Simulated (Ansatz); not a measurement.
Recipe of this trial structure of CaPdC6N6: cyanide-bridged rock-salt net of two metals, 0 guest cations a cell (Fm-3m, No. 225). The dimensions are guesses.

```
CELL_PARAMETERS angstrom
0.00000 5.30600 5.30600
5.30600 0.00000 5.30600
5.30600 5.30600 0.00000
ATOMIC_POSITIONS crystal
Ca 0.00000 0.00000 0.00000
Pd 0.50000 0.50000 0.50000
C 0.80155 0.19845 0.19845
C 0.19845 0.80155 0.19845
C 0.19845 0.19845 0.80155
C 0.19845 0.80155 0.80155
C 0.80155 0.19845 0.80155
C 0.80155 0.80155 0.19845
N 0.69129 0.30871 0.30871
N 0.30871 0.69129 0.30871
N 0.30871 0.30871 0.69129
N 0.30871 0.69129 0.69129
N 0.69129 0.30871 0.69129
N 0.69129 0.69129 0.30871
```

All numbers below come from Ansatz 0.2.0, DFT PBE, scalar-relativistic, plane waves, PAW. Cutoff 420 eV, Gaussian smearing, Γ-centred meshes. Cell and atoms relax first on a coarse mesh and then on a converged one. In between, the cell is made exact in the group found at 0.06 Å. The steps can't lower the symmetry of their start. No spin polarisation.

A guess keeps its type if space group and coordination stay and the shape of the cell changes little (axis ratios within about 15 %, angles within 6°); the volume may change.

Question: Does this structure survive the relaxation?

Answer: It keeps its type. The symmetry stays Fm-3m (No. 225). The volume per atom grows by 27.3 %, from 21.3 to 27.2 Å³. The shortest distance stays 1.17 Å (C–N). Counting neighbours within 15 % of an atom's shortest distance, the start has C 1, Ca 6, N 1, Pd 6 and the end C 1, Ca 6, N 1, Pd 6.

The last run used a 4×4×4 mesh for its 14-atom cell and Gaussian smearing of 0.02 eV. A structure relaxed within its symmetry needn't be a true minimum.
